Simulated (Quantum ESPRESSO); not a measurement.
Ge7, a curve over one atom's position

Computed values, not a measurement. The program is pw.x of Quantum ESPRESSO 7.5 (plane-wave density functional theory). The cell is made up: 7 atoms on a zincblende/diamond lattice with one site empty, with randomly drawn elements, strain and displacements, not relaxed. PseudoDojo standard norm-conserving files (v0.5 for PBE, v0.4.1 for LDA and PBEsol) set the functional; there is no spin polarisation, spin-orbit coupling or dispersion term, and the masses in the input are unused placeholders. A spin-polarised start on this cell or one of its family kept no moment.

Seven runs move atom 7 (Ge, counted in the order of the input) along y and keep all else fixed.

Input of the run at +0.0436:

```
&control calculation='scf', pseudo_dir='./dojo.nc.sr.pbe.v0_5.standard.upf', outdir='./o', disk_io='low', tprnfor=.true., tstress=.true. /
&system ibrav=0, nat=7, ntyp=1, nbnd=59, ecutwfc=77.98206166, nosym=.true., tot_charge=0,
 occupations='smearing', smearing='fd', degauss=0.0073498644
/
&electrons conv_thr=7.350e-09, electron_maxstep=60, /
ATOMIC_SPECIES
Ge 1.0 Ge.upf
CELL_PARAMETERS angstrom
5.9053 -0.0331 -0.0163
-0.0331 5.774 0.0097
-0.0163 0.0097 5.8682
ATOMIC_POSITIONS angstrom
Ge -0.0814 -0.0402 0.0337
Ge 2.8319 -0.0053 2.73
Ge 2.9788 2.8654 -0.0391
Ge 1.4593 1.4139 1.4243
Ge 1.4404 4.2819 4.344
Ge 4.5602 1.4336 4.3581
Ge 4.3026 4.3084 1.3652
K_POINTS automatic
6 6 6 1 1 1
```

```
shift of atom 7 along y (Å)  free energy less that of the input shown (eV)  Fx on atom 7 (eV/Å)  Fy on atom 7 (eV/Å)  Fz on atom 7 (eV/Å)  pressure (GPa)  iterations
                    -0.0829                                         0.0703                0.588                1.016                1.038           -2.42          11
                    -0.0480                                         0.0392                0.439                0.764                0.914           -2.41          11
                    +0.0436                                         0.0000                0.080                0.089                0.631           -2.31          11
                    +0.0586                                        -0.0005                0.026               -0.022                0.590           -2.29          11
                    +0.0798                                         0.0017               -0.049               -0.182                0.535           -2.24          10
                    +0.0913                                         0.0042               -0.089               -0.266                0.506           -2.22          11
```

Question: one run is left out of the table, at +0.0668. Estimate its Fy on atom 7 (eV/Å).

Answer: -0.084. The whole row:

| shift of atom 7 along y (Å) | free energy less that of the input shown (eV) | Fx on atom 7 (eV/Å) | Fy on atom 7 (eV/Å) | Fz on atom 7 (eV/Å) | pressure (GPa) | iterations |
| --- | --- | --- | --- | --- | --- | --- |
| +0.0668 | -0.0001 | -0.004 | -0.084 | 0.568 | -2.27 | 11 |

A cubic fit gives dFy/dy = -7.38 eV/Å² at zero shift. Across the table the free energy follows the integral of the force to within 0.2 meV. A rerun of one of the cells at 1347 eV and a 8 x 8 x 8 mesh moved values by no more than 0.003 eV in energy, 0.02 GPa in stress and 0.003 eV/Å in force.